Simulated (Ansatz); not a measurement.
All numbers below come from DFT PBE, scalar-relativistic, plane waves, PAW (Ansatz 0.2.0). Cutoff 420 eV, Γ-centred 10×10×14 mesh (4-atom cell), Gaussian smearing of 0.10 eV, no spin polarisation.

Formation energies are uncorrected and count from the elements' standard states at the same level.

Task: Give a relaxed trial structure of a tetragonal metal that holds Se and 2 more elements, with a formation energy near −0.26 eV/atom and a density near 4.83 g/cm³, in a cell of 4 atoms. Its symmetry should be P4/mmm (No. 123).

Result: MgGeSe2, space group P4/mmm (No. 123). Around Mg lie 8 Se at 3.07 Å and 2 Mg at 3.14 Å; Ge is surrounded by 4 Se at 2.64 Å and 2 Ge at 3.14 Å; Se is surrounded by 2 Ge at 2.64 Å, 4 Mg at 3.07 Å and 2 Se at 3.14 Å.

```
CELL_PARAMETERS angstrom
5.28029 0.00000 0.00000
0.00000 5.28029 0.00000
0.00000 0.00000 3.14118
ATOMIC_POSITIONS crystal
Mg 0.50000 0.50000 0.50000
Ge 0.00000 0.00000 0.00000
Se 0.50000 0.00000 0.00000
Se 0.00000 0.50000 0.00000
```

- Volume per atom: 21.90 Å³
- Density: 4.83 g/cm³
- Energy over the elements: −0.26 eV/atom
- Gap on the 10×10×14 mesh of the 4-atom cell: 0 eV (a metal)

The structure comes from a generated guess, relaxed at this level; another structure or a mixture of phases may lie lower. Other answers may fit too; this one was computed.

The reference form of Se is held partly by dispersion forces, which this level lacks. Symmetry constrained the relaxation, so the result can be a saddle point.
